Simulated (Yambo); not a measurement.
Rb$_{3}$CoF$_{6}$ (space group Fm-3m, No. 225), G0W0@PBEsol in Yambo with this input:

```
rim_cut
gw0
dyson
el_el_corr
HF_and_locXC
ppa
em1d
RandQpts= 1000000
RandGvec= 1 Ry
EXXRLvcs= 96 Ry
VXCRLvcs= 384 Ry
Chimod= "HARTREE"
% BndsRnXp
 5 | 333 |
%
NGsBlkXp= 8 Ry
% LongDrXp
 1.0 | 1.0 | 1.0 |
%
PPAPntXp= 27.2114 eV
% GbndRnge
 1 | 333 |
%
GTermKind= "BG"
DysSolver= "n"
ExtendOut
```

On a 2×2×2 mesh, with wavefunctions cut at 96 Ry, the gap (X → X) is 4.971 eV and the valence edge shifts by -1.300 eV.

Question: What happens with this change: 1 Ry block?

Answer: The gap rises by 3.586 eV, to 8.557 eV; the shift of the valence edge becomes -3.525 eV. Neither run is shown to be the converged limit.

Geometry of the Materials Project entry, not relaxed at this level; primitive cell a = b = c = 6.269 Å, α = β = γ = 60.00°.

The structure is a Materials Project entry; no match was found in the copy of COD used, and its stability was not checked.

The runs are not spin-polarised; magnetic order was not tried.

A shift is the quasiparticle energy of the state minus its PBEsol energy.
